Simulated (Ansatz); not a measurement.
Li (bcc, W type), conventional cell a = 3.435 Å, b = 3.435 Å, c = 3.435 Å, α = 90.00°, β = 90.00°, γ = 90.00°. The calculation uses the primitive cell of 1 atom, to which meshes and values per cell refer.

This relaxed cell (volume V₀) is scaled evenly in all directions, its shape held. Symmetry pins the atoms to their sites.

Calculation: PBE (plane waves to 420 eV, PAW, scalar-relativistic; Ansatz, a quantum-chemistry and plane-wave program). k mesh 19×19×19 (Γ-centred), Fermi-Dirac smearing 0.05 eV. E stands for the smeared free energy. Li was relaxed with its symmetry unable to fall. The zero of ΔE is the relaxed starting cell.

Question: Estimate the ΔE (meV/atom) for V/V₀ = 0.840, 0.872, 1.096, 1.128, 1.160.

Answer: 
| V/V₀ | ΔE (meV/atom) |
|---|---|
| 0.840 | 29 |
| 0.872 | 18 |
| 1.096 | 7 |
| 1.128 | 12 |
| 1.160 | 18 |

(A scan under strain: stresses follow from slopes of the energy per volume, elastic moduli from its curvatures.)
